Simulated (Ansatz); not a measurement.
## BiTe: clamped-ion strain scan

Level of theory: DFT PBE, scalar-relativistic, plane waves, PAW in Ansatz. Settings: plane waves to 420 eV, k-mesh 12×12×12 (Γ-centred), Gaussian smearing 0.15 eV. Spin–orbit coupling is left out, which can shift energies with elements as heavy as these. No spin polarisation. Energies are free energies at this smearing, counted from the undisturbed cell; pressure is positive in compression.

The undisturbed cell (as given, not relaxed at this level; it stands at 0.0 GPa, and it needn't be the usual structure):

```
CELL_PARAMETERS angstrom
2.42271 1.39875 3.31729
-2.42271 1.39875 3.31729
0.00000 -2.79750 3.31729
ATOMIC_POSITIONS crystal
Bi 0.50000 0.50000 0.50000
Te 0.00000 0.00000 0.00000
```

The cell is strained by ε times the Voigt pattern (0, 0, 0, 0, 1, 0) (xx, yy, zz, yz, xz, xy; engineering shear) with fractional coordinates fixed. The cell is metallic on the mesh throughout.

| ε | ΔE (meV/atom) | stress summed along the pattern (GPa, tension positive) |
| --- | --- | --- |
| -0.0200 | ? | ? |
| -0.0100 | 0.3 | -0.27 |
| 0.0000 | 0.0 | 0.00 |
| 0.0050 | 0.1 | 0.13 |
| 0.0075 | 0.2 | 0.20 |
| 0.0125 | ? | ? |
| 0.0150 | 0.6 | 0.40 |
| 0.0175 | 0.9 | 0.47 |

By symmetry 0.0200 repeats -0.0200, -0.0150 repeats 0.0150, 0.0100 repeats -0.0100, -0.0050 repeats 0.0050 in energy, with the opposite slope along the path.

(1) Give the withheld values.

Results:

(1) ΔE (meV/atom) at ε = -0.0200: 1.1; stress summed along the pattern (GPa, tension positive) at ε = -0.0200: -0.53; ΔE (meV/atom) at ε = 0.0125: 0.4; stress summed along the pattern (GPa, tension positive) at ε = 0.0125: 0.33.